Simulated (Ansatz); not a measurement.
CoGe in space group P2_13 (No. 198; Co on 4a, Ge on 4a) under volume change, r²SCAN (plane waves, PAW; program Ansatz), shape and atoms relaxed at each volume.

```json
[
 {"V (Å³/atom)": "10.927", "E − E(relaxed) (meV/atom)": "65.8", "P (GPa)": "21.66"},
 {"V (Å³/atom)": "11.287", "E − E(relaxed) (meV/atom)": "[?]", "P (GPa)": "[?]"},
 {"V (Å³/atom)": "11.647", "E − E(relaxed) (meV/atom)": "6.3", "P (GPa)": "5.81"},
 {"V (Å³/atom)": "12.008", "E − E(relaxed) (meV/atom)": "0.0", "P (GPa)": "0.00"},
 {"V (Å³/atom)": "12.368", "E − E(relaxed) (meV/atom)": "[?]", "P (GPa)": "[?]"},
 {"V (Å³/atom)": "12.728", "E − E(relaxed) (meV/atom)": "19.8", "P (GPa)": "-8.09"},
 {"V (Å³/atom)": "13.088", "E − E(relaxed) (meV/atom)": "41.1", "P (GPa)": "-10.72"}
]
```

Task: Fill in the missing entries.

Result: 
- 11.287, E − E(relaxed) (meV/atom): 27.1
- 11.287, P (GPa): 12.97
- 12.368, E − E(relaxed) (meV/atom): 5.4
- 12.368, P (GPa): -4.59

Task: What does a third-order Birch–Murnaghan fit give for V₀, B₀ and B′?

Result: V₀ = 12.01 Å³/atom, B₀ = 168 GPa, B′ = 6.7.

The workflow started from a Materials Project entry (that database holds measured and hypothetical structures alike); the Crystallography Open Database copy checked does not list it. Whether it is the stable phase at ambient conditions was not checked. The cell was relaxed with r²SCAN under the symmetry of its start; whether a distortion lowers the energy is not shown. No spin polarisation was allowed.

Potentials: the later of the program's two PAW sets.
